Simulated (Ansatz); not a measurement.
MgF2:
```cif
data_F2Mg
_chemical_formula_sum 'Mg1 F2'
_space_group_name_H-M_alt 'P-3m1'
_space_group_IT_number 164
_space_group_name_Hall '-P 3 2"'
_cell_length_a 3.03114
_cell_length_b 3.03114
_cell_length_c 4.22380
_cell_angle_alpha 90.000
_cell_angle_beta 90.000
_cell_angle_gamma 120.000
loop_
_atom_site_label
_atom_site_type_symbol
_atom_site_symmetry_multiplicity
_atom_site_Wyckoff_symbol
_atom_site_fract_x
_atom_site_fract_y
_atom_site_fract_z
_atom_site_occupancy
Mg1 Mg 1 a 0.00000 0.00000 0.00000 1
F1 F 2 d 0.33333 0.66667 0.21829 1
```

Relaxed with LDA.

Task: Which orbitals make up the states near the band edges in the program Ansatz at the LDA level (PAW)?

Result: Top 1 eV of the valence band: F 2p 99 %. Bottom 1 eV of the conduction band: Mg 3s 72 %, F 2s 20 %. Projections are on Löwdin-orthogonalised atomic valence shells; empty p or d shells of many metals are not among them.

Task: Tabulate the density of states.

Result: States/eV per cell of 3 atoms, in 0.25 eV bins, energy from the valence-band maximum.

| E (eV) | total | F 2p | Mg 3s | F 2s |
|---|---|---|---|---|
| -3.70 | 0.00 | 0.00 | 0.00 | 0.00 |
| -3.45 | 1.40 | 1.25 | 0.12 | 0.01 |
| -3.20 | 2.80 | 2.53 | 0.23 | 0.02 |
| -2.95 | 3.66 | 3.46 | 0.12 | 0.04 |
| -2.70 | 4.45 | 4.24 | 0.10 | 0.06 |
| -2.45 | 2.87 | 2.74 | 0.06 | 0.03 |
| -2.20 | 2.24 | 2.16 | 0.03 | 0.01 |
| -1.95 | 3.18 | 3.12 | 0.02 | 0.00 |
| -1.70 | 2.80 | 2.76 | 0.01 | 0.00 |
| -1.45 | 2.84 | 2.79 | 0.02 | 0.00 |
| -1.20 | 4.53 | 4.47 | 0.02 | 0.00 |
| -0.95 | 6.30 | 6.25 | 0.01 | 0.00 |
| -0.70 | 3.64 | 3.61 | 0.00 | 0.00 |
| -0.45 | 5.10 | 5.07 | 0.00 | 0.01 |
| -0.20 | 1.97 | 1.96 | 0.00 | 0.00 |
| 0.05 | 0.21 | 0.21 | 0.00 | 0.00 |
| 0.30 | 0.00 | 0.00 | 0.00 | 0.00 |
| 0.55 | 0.00 | 0.00 | 0.00 | 0.00 |
| 0.80 | 0.00 | 0.00 | 0.00 | 0.00 |
| 1.05 | 0.00 | 0.00 | 0.00 | 0.00 |
| 1.30 | 0.00 | 0.00 | 0.00 | 0.00 |
| 1.55 | 0.00 | 0.00 | 0.00 | 0.00 |
| 1.80 | 0.00 | 0.00 | 0.00 | 0.00 |
| 2.05 | 0.00 | 0.00 | 0.00 | 0.00 |
| 2.30 | 0.00 | 0.00 | 0.00 | 0.00 |
| 2.55 | 0.00 | 0.00 | 0.00 | 0.00 |
| 2.80 | 0.00 | 0.00 | 0.00 | 0.00 |
| 3.05 | 0.00 | 0.00 | 0.00 | 0.00 |
| 3.30 | 0.00 | 0.00 | 0.00 | 0.00 |
| 3.55 | 0.00 | 0.00 | 0.00 | 0.00 |
| 3.80 | 0.00 | 0.00 | 0.00 | 0.00 |
| 4.05 | 0.00 | 0.00 | 0.00 | 0.00 |
| 4.30 | 0.00 | 0.00 | 0.00 | 0.00 |
| 4.55 | 0.00 | 0.00 | 0.00 | 0.00 |
| 4.80 | 0.00 | 0.00 | 0.00 | 0.00 |
| 5.05 | 0.00 | 0.00 | 0.00 | 0.00 |
| 5.30 | 0.00 | 0.00 | 0.00 | 0.00 |
| 5.55 | 0.00 | 0.00 | 0.00 | 0.00 |
| 5.80 | 0.00 | 0.00 | 0.00 | 0.00 |
| 6.05 | 0.00 | 0.00 | 0.00 | 0.00 |
| 6.30 | 0.00 | 0.00 | 0.00 | 0.00 |
| 6.55 | 0.00 | 0.00 | 0.00 | 0.00 |
| 6.80 | 0.00 | 0.00 | 0.00 | 0.00 |
| 7.05 | 0.04 | 0.00 | 0.03 | 0.01 |
| 7.30 | 0.07 | 0.00 | 0.05 | 0.01 |
| 7.55 | 0.09 | 0.01 | 0.07 | 0.02 |
| 7.80 | 0.12 | 0.01 | 0.08 | 0.02 |
| 8.05 | 0.15 | 0.01 | 0.10 | 0.02 |
| 8.30 | 0.17 | 0.01 | 0.12 | 0.03 |
| 8.55 | 0.20 | 0.02 | 0.14 | 0.03 |
| 8.80 | 0.23 | 0.02 | 0.15 | 0.03 |
| 9.05 | 0.26 | 0.02 | 0.17 | 0.03 |
| 9.30 | 0.30 | 0.02 | 0.18 | 0.03 |
| 9.55 | 0.33 | 0.03 | 0.19 | 0.03 |
| 9.80 | 0.36 | 0.03 | 0.21 | 0.03 |
| 10.05 | 0.40 | 0.03 | 0.23 | 0.03 |
| 10.30 | 0.45 | 0.03 | 0.24 | 0.03 |
| 10.55 | 0.49 | 0.03 | 0.25 | 0.03 |
| 10.80 | 0.54 | 0.04 | 0.27 | 0.02 |
| 11.05 | 0.60 | 0.04 | 0.28 | 0.02 |
| 11.30 | 0.67 | 0.04 | 0.29 | 0.02 |
| 11.55 | 0.76 | 0.04 | 0.30 | 0.02 |

The start of the workflow was typed in or built on a structure type; neither database checked (COD, Materials Project) lists it. It is not the phase usual at ambient conditions (space group No. 136). The cell was relaxed with LDA under the symmetry of its start; its stability against distortions is not shown here. A crystal of weakly bound layers computed without a dispersion correction: the cell and the soft elastic constants depend strongly on that.

Potentials: the earlier of the program's two PAW sets.
